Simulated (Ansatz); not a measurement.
**Optical constants of ScF**

Method: DFT PBE+D3(BJ), scalar-relativistic, plane waves, PAW in Ansatz 0.2.0. Cutoff 420 eV, 15×15×15 k-points (Γ-centred), Fermi-Dirac smearing of 0.15 eV. No spin polarisation.

The cell, relaxed at this level:
```
CELL_PARAMETERS angstrom
1.64832 0.95166 6.74080
-1.64832 0.95166 6.74080
0.00000 -1.90332 6.74080
ATOMIC_POSITIONS crystal
Sc 0.22940 0.22940 0.22940
Sc 0.77060 0.77060 0.77060
F 0.38371 0.38371 0.38371
F 0.61629 0.61629 0.61629
```

This structure is a trial: an element of a database structure was replaced and the cell relaxed, so another structure or a mixture of phases may lie lower. In a metal these results depend on the k mesh and the smearing. A semilocal functional can close a gap that the real compound has.

Independent-particle response (no local fields, no excitons) on a 24×24×24 mesh, broadened by 0.1 eV; the Drude term is undamped and its weight carries the smearing above, which sets much of it in a semimetal. The run couldn't bound its error over part or most of this range, so small peaks and near ties are unsure. Light polarised along x. ε₁ lacks the small share of bands above those solved.

Q: Tabulate n, κ, the reflectivity and the absorption coefficient against photon energy.

A:
```tsv
E (eV)	n	κ	R	α (10⁵ cm⁻¹)
0.2	1.86	10.84	0.94	2.20
0.6	0.15	3.41	0.95	2.07
1.0	1.56	0.22	0.05	0.22
1.4	2.61	0.52	0.21	0.74
1.8	3.16	0.77	0.29	1.40
2.2	2.57	2.10	0.40	4.69
2.6	2.18	1.50	0.29	3.95
3.0	2.05	1.52	0.29	4.61
3.4	1.65	1.79	0.36	6.18
3.8	1.32	0.93	0.15	3.58
4.2	1.53	1.20	0.22	5.11
4.6	1.62	0.73	0.12	3.42
5.0	1.82	1.21	0.23	6.14
5.4	1.63	1.58	0.31	8.63
5.8	1.01	1.33	0.30	7.80
6.2	0.80	1.03	0.25	6.47
6.6	0.92	0.58	0.08	3.85
7.0	1.17	0.56	0.07	3.96
7.4	1.24	0.49	0.06	3.64
7.8	1.43	0.65	0.10	5.14
8.2	1.32	0.71	0.10	5.90
8.6	1.55	0.66	0.11	5.74
9.0	1.41	0.90	0.15	8.19
9.4	1.34	0.79	0.12	7.56
9.8	1.52	1.01	0.17	10.01
10.2	1.21	1.27	0.26	13.12
10.6	1.04	1.08	0.22	11.56
```

Q: Where is the highest local maximum of ε₂ between 0.3 and 11 eV?

A: At 2.1 eV, where ε₂ = 12.6.